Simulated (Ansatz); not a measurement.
## Phonon spectrum of Be$_{3}$ZnSe$_{4}$

Method: DFT PBE, scalar-relativistic, plane waves, PAW (Ansatz 0.2.0). Cutoff 420 eV, 6×4×4 k-points (Γ-centred), fixed occupations. No spin polarisation. Phonons by linear response, acoustic sum rule imposed.

Equilibrium structure at this level:
```yaml
crystal:
  lattice:
    - [3.74759, 0.00000, 0.00000]
    - [0.00000, 7.52385, 0.00000]
    - [0.00000, 0.00000, 5.32697]
  atoms:
    - { symbol: Be, position: [0.00000, 0.50000, 0.00295] }
    - { symbol: Be, position: [0.50000, 0.74020, 0.50017] }
    - { symbol: Be, position: [0.50000, 0.25980, 0.50017] }
    - { symbol: Zn, position: [0.00000, 0.00000, 0.00085] }
    - { symbol: Se, position: [0.00000, 0.26703, 0.26283] }
    - { symbol: Se, position: [0.00000, 0.73297, 0.26283] }
    - { symbol: Se, position: [0.50000, 0.00000, 0.71000] }
    - { symbol: Se, position: [0.50000, 0.50000, 0.76021] }
```

The structure comes from a generated guess, relaxed at this level; another structure or a mixture of phases may lie lower. The q mesh is coarse, so values between its points are rough.

Force constants from linear response on a 2×1×1 q mesh.

Problem. Is the structure dynamically stable on the q mesh?

Solution. Yes, on this mesh: no mode is imaginary. Between the mesh points the interpolation dips to 9i cm⁻¹.

Problem. Give the frequencies (cm⁻¹) at the zone-boundary points of high symmetry (interpolated where a point lies off the q mesh).

Solution.
```tsv
point	q	frequencies
X	0.500 0.000 0.000	80 89 101 102 130 136 148 149 174 175 202 212 216 221 241 401 416 439 441 447 476 491 543 552
S	0.500 0.500 0.000	79 92 97 127 131 132 147 148 182 185 186 186 220 230 240 405 411 440 444 450 472 485 542 557
Y	0.000 0.500 0.000	49 55 62 67 101 108 113 130 145 155 192 199 214 228 234 414 436 446 456 458 474 502 528 554
Z	0.000 0.000 0.500	40 56 84 90 95 102 115 118 124 161 193 210 214 215 246 417 428 445 456 457 461 507 519 570
U	0.500 0.000 0.500	83 83 102 111 142 142 145 153 186 191 196 206 214 214 243 403 423 429 441 448 476 505 532 540
R	0.500 0.500 0.500	85 104 106 134 134 137 139 154 186 187 191 195 213 228 239 409 421 427 445 451 473 500 529 543
T	0.000 0.500 0.500	57 69 69 98 105 114 115 121 158 158 167 172 215 235 243 416 438 446 457 458 462 506 520 560
```
